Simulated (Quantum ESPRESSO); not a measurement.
Mg3S2Cl2, one run as intended and one with a planted mistake

Computed values, not a measurement. The program is pw.x of Quantum ESPRESSO 7.5 (plane-wave density functional theory). The cell is made up: 7 atoms on a zincblende/diamond lattice with one site empty, with randomly drawn elements, strain and displacements, not relaxed. PseudoDojo standard norm-conserving files (v0.5 for PBE, v0.4.1 for LDA and PBEsol) set the functional; there is no spin polarisation, spin-orbit coupling or dispersion term, and the masses in the input are unused placeholders.

Intended input:

```
&control calculation='scf', pseudo_dir='./dojo.nc.sr.pbe.v0_5.standard.upf', outdir='./o', disk_io='medium', tprnfor=.true., tstress=.true. /
&system ibrav=0, nat=7, ntyp=3, nbnd=34, ecutwfc=84.00895049, nosym=.true., tot_charge=0,
 occupations='smearing', smearing='fd', degauss=0.0018374661
/
&electrons conv_thr=7.350e-09, electron_maxstep=60, /
ATOMIC_SPECIES
Cl 1.0 Cl.upf
Mg 1.0 Mg.upf
S 1.0 S.upf
CELL_PARAMETERS angstrom
5.7258 0.0157 -0.0171
0.0157 5.8578 0.0022
-0.0171 0.0022 5.7718
ATOMIC_POSITIONS angstrom
Mg 0.0689 0.0548 -0.0401
Mg 0.0585 2.9269 2.9784
Mg 2.805 0.059 2.879
S 1.4519 1.458 1.4096
Cl 1.5341 4.4227 4.3159
Cl 4.3225 1.502 4.2814
S 4.3071 4.3333 1.4374
K_POINTS automatic
4 4 4 1 1 1
```

The log is shortened where brackets say so; the opening notice, blank lines, dates and the lines on written files are dropped, and the path of the files is cut. It prints rydbergs, bohrs and kilobars, and counts compression as positive stress. Where no state is partly filled, the Fermi energy that it prints is only some level between the filled and the empty states on the mesh, and need not lie in the true gap.

Log of the intended run:

```
     Program PWSCF v.7.5
     Parallel version (MPI & OpenMP), running on       1 processor cores
     Number of MPI processes:                 1
     Threads/MPI process:                     1
     [start-up lines left out]
     bravais-lattice index     =            0
     lattice parameter (alat)  =      10.8203  a.u.
     unit-cell volume          =    1306.3859 (a.u.)^3
     number of atoms/cell      =            7
     number of atomic types    =            3
     number of electrons       =        56.00
     number of Kohn-Sham states=           34
     kinetic-energy cutoff     =      84.0090  Ry
     charge density cutoff     =     336.0358  Ry
     scf convergence threshold =      7.3E-09
     mixing beta               =       0.7000
     number of iterations used =            8  plain     mixing
     Exchange-correlation= PBE
                           (   1   4   3   4   0   0   0)
     [axes and pseudopotential details left out]
   Cartesian axes
     site n.     atom                  positions (alat units)
         1        Mg     tau(   1) = (   0.0120332   0.0095706  -0.0070033  )
         2        Mg     tau(   2) = (   0.0102168   0.5111733   0.5201676  )
         3        Mg     tau(   3) = (   0.4898838   0.0103042   0.5028077  )
         4        S      tau(   4) = (   0.2535695   0.2546348   0.2461819  )
         5        Cl     tau(   5) = (   0.2679254   0.7724097   0.7537575  )
         6        Cl     tau(   6) = (   0.7549101   0.2623193   0.7477322  )
         7        S      tau(   7) = (   0.7522206   0.7567963   0.2510371  )
     number of k points=    32  Fermi-Dirac smearing, width (Ry)=  0.0018
                       cart. coord. in units 2pi/alat
        k(    1) = (   0.1250384   0.1218024   0.1243288), wk =   0.0625000
        k(    2) = (   0.1257793   0.1217073   0.3723406), wk =   0.0625000
     [further k points left out]
     Dense  grid:   135867 G-vectors     FFT dimensions: (  64,  72,  64)
     Estimated max dynamical RAM per process >     158.66 MB
     Initial potential from superposition of free atoms
     starting charge      55.9975, renormalised to      56.0000
     Starting wfcs are   31 randomized atomic wfcs +    3 random wfcs
     total cpu time spent up to now is       11.2 secs
     per-process dynamical memory:   111.9 Mb
     Self-consistent Calculation
     iteration #  1     ecut=    84.01 Ry     beta= 0.70
     Davidson diagonalization with overlap
     ethr =  1.00E-02,  avg # of iterations =  6.9
     total cpu time spent up to now is       46.1 secs
     total energy              =    -466.45322624 Ry
     estimated scf accuracy    <       0.58554059 Ry
     iteration #  2     ecut=    84.01 Ry     beta= 0.70
     Davidson diagonalization with overlap
     ethr =  1.05E-03,  avg # of iterations =  4.0
     total cpu time spent up to now is       88.3 secs
     total energy              =    -466.59743722 Ry
     estimated scf accuracy    <       0.36159863 Ry
     [iterations 3 to 7 left out]
     iteration #  8     ecut=    84.01 Ry     beta= 0.70
     Davidson diagonalization with overlap
     ethr =  1.93E-09,  avg # of iterations =  2.9
     total cpu time spent up to now is      304.7 secs
     total energy              =    -466.67760150 Ry
     estimated scf accuracy    <       0.00000008 Ry
     iteration #  9     ecut=    84.01 Ry     beta= 0.70
     Davidson diagonalization with overlap
     ethr =  1.49E-10,  avg # of iterations =  2.3
     total cpu time spent up to now is      336.2 secs
     End of self-consistent calculation
     [lines on levels left out]
     the Fermi energy is     3.7048 ev
!    total energy              =    -466.67760152 Ry
     estimated scf accuracy    <          5.1E-09 Ry
     smearing contrib. (-TS)   =       0.00000000 Ry
     internal energy E=F+TS    =    -466.67760152 Ry
     The total energy is F=E-TS. E is the sum of the following terms:
     one-electron contribution =    -355.68665400 Ry
     hartree contribution      =     176.75606622 Ry
     xc contribution           =     -78.06413862 Ry
     ewald contribution        =    -209.68287512 Ry
     convergence has been achieved in   9 iterations
     Forces acting on atoms (cartesian axes, Ry/au):
     atom    1 type  2   force =    -0.01467824   -0.01859221    0.05680118
     atom    2 type  2   force =    -0.00380394    0.00743331   -0.06371090
     atom    3 type  2   force =     0.02026917   -0.01335665   -0.05523343
     atom    4 type  3   force =    -0.00856629    0.00409936    0.02249948
     atom    5 type  1   force =    -0.00911881    0.00215950    0.01107375
     atom    6 type  1   force =     0.00057166   -0.00786272    0.00938374
     atom    7 type  3   force =     0.01532644    0.02611941    0.01918618
     Total force =     0.117467     Total SCF correction =     0.000130
     Computing stress (Cartesian axis) and pressure
          total   stress  (Ry/bohr**3)                   (kbar)     P=      -31.32
  -0.00015858   0.00009038   0.00002859          -23.33       13.30        4.21
   0.00009038  -0.00018013  -0.00001802           13.30      -26.50       -2.65
   0.00002859  -0.00001802  -0.00030000            4.21       -2.65      -44.13
     init_run     :      9.86s CPU     11.17s WALL (       1 calls)
     electrons    :    310.20s CPU    324.99s WALL (       1 calls)
     forces       :      6.04s CPU      6.09s WALL (       1 calls)
     stress       :     20.28s CPU     20.41s WALL (       1 calls)
     [timing details left out]
     PWSCF        :   5m46.58s CPU   6m 3.09s WALL
     JOB DONE.
```

A second run has one planted mistake: the cell has the wrong charge. The input lines that differ, file-writing options aside:

```
- &system ibrav=0, nat=7, ntyp=3, nbnd=34, ecutwfc=84.00895049, nosym=.true., tot_charge=0,
+ &system ibrav=0, nat=7, ntyp=3, nbnd=34, ecutwfc=84.00895049, nosym=.true., tot_charge=1,
```

Its log:

```
     Program PWSCF v.7.5
     Parallel version (MPI & OpenMP), running on       1 processor cores
     Number of MPI processes:                 1
     Threads/MPI process:                     1
     [start-up lines left out]
     bravais-lattice index     =            0
     lattice parameter (alat)  =      10.8203  a.u.
     unit-cell volume          =    1306.3859 (a.u.)^3
     number of atoms/cell      =            7
     number of atomic types    =            3
     number of electrons       =        55.00
     number of Kohn-Sham states=           34
     kinetic-energy cutoff     =      84.0090  Ry
     charge density cutoff     =     336.0358  Ry
     scf convergence threshold =      7.3E-09
     mixing beta               =       0.7000
     number of iterations used =            8  plain     mixing
     Exchange-correlation= PBE
                           (   1   4   3   4   0   0   0)
     [axes and pseudopotential details left out]
   Cartesian axes
     site n.     atom                  positions (alat units)
         1        Mg     tau(   1) = (   0.0120332   0.0095706  -0.0070033  )
         2        Mg     tau(   2) = (   0.0102168   0.5111733   0.5201676  )
         3        Mg     tau(   3) = (   0.4898838   0.0103042   0.5028077  )
         4        S      tau(   4) = (   0.2535695   0.2546348   0.2461819  )
         5        Cl     tau(   5) = (   0.2679254   0.7724097   0.7537575  )
         6        Cl     tau(   6) = (   0.7549101   0.2623193   0.7477322  )
         7        S      tau(   7) = (   0.7522206   0.7567963   0.2510371  )
     number of k points=    32  Fermi-Dirac smearing, width (Ry)=  0.0018
                       cart. coord. in units 2pi/alat
        k(    1) = (   0.1250384   0.1218024   0.1243288), wk =   0.0625000
        k(    2) = (   0.1257793   0.1217073   0.3723406), wk =   0.0625000
     [further k points left out]
     Dense  grid:   135867 G-vectors     FFT dimensions: (  64,  72,  64)
     Estimated max dynamical RAM per process >     158.66 MB
     Initial potential from superposition of free atoms
     starting charge      55.9975, renormalised to      55.0000
     Starting wfcs are   31 randomized atomic wfcs +    3 random wfcs
     total cpu time spent up to now is       14.0 secs
     per-process dynamical memory:   111.9 Mb
     Self-consistent Calculation
     iteration #  1     ecut=    84.01 Ry     beta= 0.70
     Davidson diagonalization with overlap
     ethr =  1.00E-02,  avg # of iterations =  7.1
     Threshold (ethr) on eigenvalues was too large:
     Diagonalizing with lowered threshold
     Davidson diagonalization with overlap
     ethr =  7.45E-04,  avg # of iterations =  1.3
     total cpu time spent up to now is       74.3 secs
     total energy              =    -466.72782221 Ry
     estimated scf accuracy    <       0.40578694 Ry
     iteration #  2     ecut=    84.01 Ry     beta= 0.70
     Davidson diagonalization with overlap
     ethr =  7.38E-04,  avg # of iterations =  2.4
     total cpu time spent up to now is       99.2 secs
     total energy              =    -466.74366868 Ry
     estimated scf accuracy    <       0.27407004 Ry
     [iterations 3 to 8 left out]
     iteration #  9     ecut=    84.01 Ry     beta= 0.70
     Davidson diagonalization with overlap
     ethr =  2.46E-10,  avg # of iterations =  2.8
     total cpu time spent up to now is      299.3 secs
     total energy              =    -466.83648644 Ry
     estimated scf accuracy    <       0.00000002 Ry
     iteration # 10     ecut=    84.01 Ry     beta= 0.70
     Davidson diagonalization with overlap
     ethr =  3.61E-11,  avg # of iterations =  2.1
     total cpu time spent up to now is      323.1 secs
     End of self-consistent calculation
     [lines on levels left out]
     the Fermi energy is     1.6216 ev
!    total energy              =    -466.83648645 Ry
     estimated scf accuracy    <          5.3E-09 Ry
     smearing contrib. (-TS)   =      -0.00094828 Ry
     internal energy E=F+TS    =    -466.83553817 Ry
     The total energy is F=E-TS. E is the sum of the following terms:
     one-electron contribution =    -356.40274137 Ry
     hartree contribution      =     176.62436365 Ry
     xc contribution           =     -77.37428532 Ry
     ewald contribution        =    -209.68287512 Ry
     convergence has been achieved in  10 iterations
     Forces acting on atoms (cartesian axes, Ry/au):
     atom    1 type  2   force =    -0.01181760   -0.01561027    0.01641112
     atom    2 type  2   force =    -0.00023722    0.00342900   -0.03579923
     atom    3 type  2   force =     0.01777399   -0.01128098   -0.02737414
     atom    4 type  3   force =    -0.01222287    0.00295631    0.01978623
     atom    5 type  1   force =    -0.01167048    0.00341729    0.00681325
     atom    6 type  1   force =     0.00189965   -0.01002464    0.00535794
     atom    7 type  3   force =     0.01627454    0.02711328    0.01480484
     Total force =     0.072350     Total SCF correction =     0.000161
     Computing stress (Cartesian axis) and pressure
          total   stress  (Ry/bohr**3)                   (kbar)     P=      -90.00
  -0.00062046  -0.00004395   0.00002430          -91.27       -6.46        3.58
  -0.00004395  -0.00064054  -0.00002800           -6.46      -94.23       -4.12
   0.00002430  -0.00002800  -0.00057432            3.58       -4.12      -84.49
     init_run     :     12.47s CPU     13.91s WALL (       1 calls)
     electrons    :    281.84s CPU    309.14s WALL (       1 calls)
     forces       :      2.56s CPU      2.59s WALL (       1 calls)
     stress       :      9.76s CPU      9.83s WALL (       1 calls)
     [timing details left out]
     PWSCF        :   5m 6.76s CPU   5m35.71s WALL
     JOB DONE.
```

|  | intended run | run with the mistake |
| --- | --- | --- |
| free energy (eV) | -6349.472 | -6351.634 |
| smearing term -TS (eV) | 0.0000 | -0.0129 |
| pressure (GPa) | -3.13 | -9.00 |
| largest force component (eV/Å) | 1.638 | 0.920 |
| largest change of a force component (eV/Å) |  | 1.038 |
| iterations | 9 | 10 |

For scale, a rerun of the intended cell at 1437 eV and a 6 x 6 x 6 mesh moved values by no more than 0.002 eV in energy, 0.02 GPa in stress and 0.006 eV/Å in force. The charged cell sits in a uniform background, so its energy and stress rest on the program's zero of potential.